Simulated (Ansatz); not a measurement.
## NiO: single point with Ansatz

System: NiO, 4 atoms in the cell.

Ansatz input (lattice in Å, positions in fractions of it; a bare `kind: paw` takes the build's default datasets)
```yaml
crystal:
  lattice:
    - [4.17, 2.085, 2.085]
    - [2.085, 4.17, 2.085]
    - [2.085, 2.085, 4.17]
  atoms:
    - { symbol: Ni, position: [0, 0, 0], spin: 2 }
    - { symbol: Ni, position: [0.5, 0.5, 0.5], spin: -2 }
    - { symbol: O, position: [0.25, 0.25, 0.25] }
    - { symbol: O, position: [0.75, 0.75, 0.75] }
kpoints:
  mp_grid: { grid: [4, 4, 4] }
hamiltonian:
  xc: pbe
  pseudopotentials: { kind: paw }
  hubbard:
    sites: [{ species: Ni, l: d, u_eff: 6 }]
    projectors: all-electron-ortho-atomic
scf:
  occupations: { method: fixed }
output:
  forces: true
  stress: true
  eigenvalues: true
magnetization:
  spin_polarized: true
```

These are results of PBE+U, plane waves, PAW datasets (generated soft set 1) in Ansatz 0.2.0 development build, not measurements.

What the run gave

- Plane-wave cutoff used: 420 eV
- Pressure: 11.72 GPa
- Net moment: 0.00 μB
- Gap on the mesh: 3.16 eV
- Valence electrons: 48
- Irreducible k-points: 13
- CPU time: roughly 4 core-seconds on a shared host

Stress tensor in GPa, compression positive:
```
11.72 -0.19 -0.19
-0.19 11.72 -0.19
-0.19 -0.19 11.72
```

The stress includes the program's correction for the finite plane-wave basis.

A gap read on the mesh is an upper bound of this method's gap, since the mesh can miss a band edge. The k-mesh is modest, so these values aren't fully converged in k. With open shells the self-consistent state may not be the lowest one. Semilocal functionals give gaps that mostly lie well below measured ones.
